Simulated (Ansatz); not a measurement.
Al3GaN4 in space group P3m1 (No. 156; Pearson symbol hP8), r²SCAN in the plane-wave PAW code Ansatz. The conduction-band minimum lies at Γ, with 1 equivalent valley. Second derivatives d²E/dk² of the lowest band at one valley (eV·Å²), along Cartesian directions:

| direction | d²E/dk² |
|---|---|
| [100] | 27.36 |
| [010] | 27.36 |
| [001] | 26.58 |
| [110] | 27.36 |
| [101] | 26.97 |
| [011] | 26.97 |

### Question
Find the principal effective masses, the density-of-states mass and the conductivity mass.

### Answer
Off-diagonal terms follow from H_xy = H[110] − (H_xx + H_yy)/2, and m*/mₑ = 7.620 eV·Å² over each eigenvalue: 0.28, 0.28, 0.29. One valley's DOS mass (m₁m₂m₃)^(1/3) = 0.28, conductivity mass 3/(Σ 1/mᵢ) = 0.28 mₑ.

### Question
What effective density of states Nc follows at 300 K for parabolic valleys?

### Answer
Nc = 2.509e19 × 1 × (0.28)^(3/2) ≈ 3.7e18 cm⁻³.

The start of the workflow was typed in or built on a structure type; neither database checked (COD, Materials Project) lists it. Whether it is the stable phase at ambient conditions was not checked. Symmetry was held in the r²SCAN relaxation; whether a distortion lowers the energy is not shown. Scalar-relativistic: spin–orbit coupling is off unless named, which matters more the heavier the elements.

Potentials: the earlier of the program's two PAW sets.

Edges and masses are those of Kohn–Sham bands, whose gap is no quasiparticle gap.
